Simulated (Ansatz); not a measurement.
Starting cell, As (space group R-3m):

```
As
1.0
    3.76004     2.17086     6.65675
    0.00000     2.17086     6.65675
    0.00000    -2.17086     3.32837
As
4
Cartesian
  3.76004   2.17086   8.95844
  1.88002   1.08543   5.63006
  3.76004   2.17086  14.34018
  1.88002   1.08543  11.01181
```

A phonon eigenvector at F = (0.5, 0.5, 0.0) is frozen into this cell: atom i moves by Q times the vector below, so Q is the largest atomic displacement, in Å. The cell is held. (q is in reciprocal vectors of the primitive cell; the cell shown is doubled to hold the pattern.)

```tsv
atom	x	y	z
As1	0.000	0.882	0.472
As2	0.000	-0.882	-0.472
As3	0.000	-0.882	-0.472
As4	0.000	0.882	0.472
```

Computed with LDA (plane waves to 420 eV, PAW, scalar-relativistic; Ansatz, a program for electronic structure). k mesh 11×11×11 (Γ-centred), Fermi-Dirac smearing 0.05 eV. The energy includes the smearing's −TS. Stress and pressure are positive under compression. With partly filled bands, energies and forces of such displacements shift with the k mesh and the smearing. As was relaxed with its symmetry unable to fall. ΔE is measured from the undisplaced structure.

```json
[
 {"Q (Å)": "-0.100", "ΔE (eV/cell)": "0.180", "P (GPa)": "1.7", "−dE/dQ from forces (eV/Å)": "3.789"},
 {"Q (Å)": "-0.083", "ΔE (eV/cell)": "0.123", "P (GPa)": "1.2", "−dE/dQ from forces (eV/Å)": "3.054"},
 {"Q (Å)": "-0.067", "ΔE (eV/cell)": "0.078", "P (GPa)": "0.7", "−dE/dQ from forces (eV/Å)": "2.376"},
 {"Q (Å)": "-0.050", "ΔE (eV/cell)": "0.043", "P (GPa)": "0.4", "−dE/dQ from forces (eV/Å)": "1.745"},
 {"Q (Å)": "-0.033", "ΔE (eV/cell)": "0.019", "P (GPa)": "0.2", "−dE/dQ from forces (eV/Å)": "1.150"},
 {"Q (Å)": "-0.017", "ΔE (eV/cell)": "0.005", "P (GPa)": "0.1", "−dE/dQ from forces (eV/Å)": "0.574"},
 {"Q (Å)": "0.000", "ΔE (eV/cell)": "0.000", "P (GPa)": "0.0", "−dE/dQ from forces (eV/Å)": "0.000"},
 {"Q (Å)": "0.017", "ΔE (eV/cell)": "0.005", "P (GPa)": "0.1", "−dE/dQ from forces (eV/Å)": "-0.574"},
 {"Q (Å)": "0.033", "ΔE (eV/cell)": "0.019", "P (GPa)": "0.2", "−dE/dQ from forces (eV/Å)": "-1.150"},
 {"Q (Å)": "0.050", "ΔE (eV/cell)": "0.043", "P (GPa)": "0.4", "−dE/dQ from forces (eV/Å)": "-1.745"},
 {"Q (Å)": "0.067", "ΔE (eV/cell)": "0.078", "P (GPa)": "0.7", "−dE/dQ from forces (eV/Å)": "-2.376"},
 {"Q (Å)": "0.083", "ΔE (eV/cell)": "0.123", "P (GPa)": "1.2", "−dE/dQ from forces (eV/Å)": "-3.054"},
 {"Q (Å)": "0.100", "ΔE (eV/cell)": "0.180", "P (GPa)": "1.7", "−dE/dQ from forces (eV/Å)": "-3.789"}
]
```

Derived quantities:

- Energy at Q = 0.100 Å: 180 meV/cell
- Space group of the distorted cell: P2/m (No. 10), lowered from R-3m
- Symmetry of the curve: even: the same for both signs
- Shape of the curve: a single well with its minimum at or next to zero displacement
- Harmonic wavenumber from the curvature (finite differences): 177 cm⁻¹
- Wavenumber by perturbation theory (DFPT, on another k mesh): 180 cm⁻¹

The 13 points together took about 9 core-minutes (a rough figure).

(For displaced atoms, the force is minus the slope of the energy, and its curvature is a force constant, which sets phonon frequencies.)
